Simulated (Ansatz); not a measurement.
Relaxed candidate structures of CoSi$_{2}$:

A. P6/mmm (No. 191), hP3; a = 4.1187 Å, b = 4.1187 Å, c = 2.4774 Å, α = 90.00°, β = 90.00°, γ = 120.00°; Co 1a (0.000, 0.000, 0.000); Si 2d (0.333, 0.667, 0.500)

B. Fm-3m (No. 225), cF12; a = 5.312 Å, b = 5.312 Å, c = 5.312 Å, α = 90.00°, β = 90.00°, γ = 90.00°; Co 4a (0.000, 0.000, 0.000); Si 8c (0.250, 0.250, 0.250)

Task: Order them by energy per atom (lowest first) at the level PBEsol (plane waves to 420 eV, PAW, scalar-relativistic; Ansatz, a first-principles code).

Result: B (reference, the lowest among the structures calculated here), A (+0.81 eV/atom)

Each run could gain symmetry but not lose that of its start, so entries can be saddle points. From databases, or of a type measured for this composition: Fm-3m, cF12; the others are generated cells (placed on structure types, drawn at random, substituted or restacked) that were not matched to a known phase here. Energies are at zero temperature and pressure, without zero-point motion. No spin polarisation in the result. The relaxed primitive cell holds an odd number of electrons. A magnetic state may lie lower.
